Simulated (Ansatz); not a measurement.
Sn3Ge:
```cif
data_GeSn3
_chemical_formula_sum 'Ge1 Sn3'
_space_group_name_H-M_alt 'P-4m2'
_space_group_IT_number 115
_space_group_name_Hall 'P -4 -2'
_cell_length_a 4.47223
_cell_length_b 4.47223
_cell_length_c 6.34632
_cell_angle_alpha 90.000
_cell_angle_beta 90.000
_cell_angle_gamma 90.000
loop_
_atom_site_label
_atom_site_type_symbol
_atom_site_symmetry_multiplicity
_atom_site_Wyckoff_symbol
_atom_site_fract_x
_atom_site_fract_y
_atom_site_fract_z
_atom_site_occupancy
Ge1 Ge 1 a 0.00000 0.00000 0.00000 1
Sn1 Sn 2 g 0.50000 0.00000 0.23377 1
Sn2 Sn 1 c 0.50000 0.50000 0.50000 1
```

Relaxed with PBEsol.

Which orbitals make up the states near the Fermi level in PBEsol in the plane-wave PAW code Ansatz?

Within 0.5 eV of the Fermi level: Sn 5p 62 %, Ge 4p 20 %, Sn 5s 9 %, Ge 4s 7 %. Projections are on Löwdin-orthogonalised atomic valence shells; empty p or d shells of many metals are not among them.

Tabulate the density of states.

States/eV per cell of 4 atoms, in 0.25 eV bins, energy from the Fermi level.

```
E (eV)  total  Sn 5p  Ge 4p  Sn 5s
------  -----  -----  -----  -----
-7.85    0.34   0.08   0.02   0.21
-7.60    0.07   0.01   0.01   0.05
-7.35    0.74   0.14   0.11   0.45
-7.10    1.25   0.28   0.15   0.69
-6.85    1.56   0.39   0.18   0.80
-6.60    2.26   0.67   0.27   1.04
-6.35    2.06   0.65   0.26   0.91
-6.10    1.40   0.43   0.18   0.65
-5.85    1.10   0.34   0.14   0.52
-5.60    0.98   0.30   0.13   0.46
-5.35    0.81   0.25   0.11   0.38
-5.10    0.67   0.20   0.09   0.31
-4.85    0.56   0.16   0.08   0.26
-4.60    0.47   0.13   0.07   0.22
-4.35    0.42   0.12   0.07   0.19
-4.10    0.38   0.10   0.07   0.16
-3.85    0.33   0.09   0.07   0.13
-3.60    0.41   0.18   0.10   0.10
-3.35    2.85   1.93   0.73   0.12
-3.10    2.84   1.92   0.70   0.16
-2.85    2.66   1.77   0.69   0.14
-2.60    3.29   2.14   0.95   0.14
-2.35    3.52   2.33   0.99   0.14
-2.10    3.57   2.34   1.04   0.13
-1.85    2.89   1.94   0.82   0.08
-1.60    2.74   1.94   0.69   0.07
-1.35    2.50   1.90   0.50   0.06
-1.10    1.92   1.52   0.33   0.04
-0.85    1.96   1.60   0.31   0.02
-0.60    0.98   0.75   0.20   0.01
-0.35    0.59   0.44   0.13   0.01
-0.10    0.31   0.22   0.07   0.01
0.15     0.19   0.08   0.03   0.04
0.40     0.48   0.20   0.09   0.10
0.65     0.98   0.44   0.18   0.20
0.90     1.67   0.79   0.30   0.33
1.15     2.61   1.26   0.46   0.51
1.40     3.70   1.89   0.56   0.74
1.65     3.02   1.52   0.45   0.69
1.90     2.67   1.27   0.48   0.60
2.15     2.44   1.19   0.44   0.49
2.40     1.69   0.92   0.27   0.26
2.65     2.35   1.32   0.40   0.34
2.90     2.74   1.59   0.55   0.25
3.15     3.84   2.39   0.66   0.24
3.40     3.19   1.98   0.51   0.21
3.65     2.88   1.74   0.51   0.17
3.90     2.87   1.64   0.52   0.12
4.15     3.21   1.77   0.54   0.13
4.40     3.36   1.71   0.56   0.16
4.65     2.67   1.37   0.39   0.12
```

The start of the workflow was typed in or built on a structure type; neither database checked (COD, Materials Project) lists it. Whether it is the stable phase at ambient conditions was not checked. The cell was relaxed with PBEsol under the symmetry of its start; whether a distortion lowers the energy is not shown. Spin–orbit coupling is left out wherever it is not named.

Potentials: the later of the program's two PAW sets.
